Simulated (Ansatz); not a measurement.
Re (hcp (Mg type), space group No. 194) at seven volumes, PBE+D3(BJ) in the plane-wave PAW code Ansatz, shape and atoms relaxed at each. One row is withheld.

```json
[
 {"V (Å³/atom)": "13.344", "P (GPa)": "44.33"},
 {"V (Å³/atom)": "13.784", "P (GPa)": "?"},
 {"V (Å³/atom)": "14.224", "P (GPa)": "12.46"},
 {"V (Å³/atom)": "14.664", "P (GPa)": "0.00"},
 {"V (Å³/atom)": "15.104", "P (GPa)": "-10.60"},
 {"V (Å³/atom)": "15.544", "P (GPa)": "-19.60"},
 {"V (Å³/atom)": "15.984", "P (GPa)": "-27.22"}
]
```

**Question.** Fit the shown pressures and predict the withheld one.

**Answer.** P = (3/2)B₀(x^(7/2) − x^(5/2))[1 + (3/4)(B′ − 4)(x − 1)] with x = (V₀/V)^(2/3). Least squares on the six rows gives V₀ = 14.664 Å³/atom, B₀ = 382 GPa, B′ = 4.40. At V = 13.784, x = 1.0421 and P = 27.10 GPa. The run itself gave 27.11 GPa.

Space group P6_3/mmc (hcp (Mg type)). The PBE+D3(BJ) relaxation kept the symmetry of its start. The run is not spin-polarised. The pairwise dispersion correction was not fitted to metals. Spin–orbit coupling is left out wherever it is not named.

Potentials: the later of the program's two PAW sets.
